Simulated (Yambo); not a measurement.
Material: SrAlSiH (space group P3m1, No. 156) under biaxial strain of -1 % along x and y, z relaxed; a = 4.1649 Å, b = 4.1649 Å, c = 4.8253 Å, α = 90.00°, β = 90.00°, γ = 120.00° (4 atoms in the cell). The PBEsol cell relaxed from Materials Project entry mp-570485 was given a biaxial strain of -1 % along x and y, z relaxed, and the atoms were relaxed again.

With norm-conserving PBEsol (Quantum ESPRESSO, 72 Ry, scalar-relativistic), the gap between the mesh's edge points (A → K) is 0.842 eV.

Task: By how much does one-shot G0W0 (Yambo; 3×3×2 Γ-centred k mesh, 136 bands and a 8 Ry block in the screening, 136 bands in G with the Bruneval-Gonze terminator, plasmon pole fitted at 27.2 eV) open this gap, and what gap results?

Result: The correction is 0.606 eV, giving 1.449 eV, 1.7 times the PBEsol value. The mesh misses a band edge: along a dense path the PBEsol gap is 0.48 eV against 0.84 eV on the mesh. Convergence of the G0W0 settings was not tested. The k mesh is coarse. 

The structure is a Materials Project entry; no match was found in the copy of COD used, and its stability was not checked.
